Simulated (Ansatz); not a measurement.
Task: C in space group P6_3/mmc (No. 194; C on 12j, C on 12j) is relaxed with PBE+D3(BJ) in the plane-wave PAW code Ansatz. What lattice parameters of the conventional cell result?

Result: a = 6.873 Å, c = 6.727 Å.

Task: Give the free coordinates with the occupied sites.

Result: In one choice of origin and axes:

```csv
atom,site,symmetry,x,y,z
C,12j,m..,0.4599,0.1265,0.2500
C,12j,m..,0.0779,0.3333,0.2500
```

Task: Is it a metal or does it have a gap at this level?

Result: A gap of 0.19 eV.

The start of the workflow was typed in or built on a structure type. Its sites differ from those of the usual phase in this space group: another stacking or structure type. The cell was relaxed with PBE+D3(BJ) under the symmetry of its start; whether a distortion lowers the energy is not shown.

Potentials: the later of the program's two PAW sets.
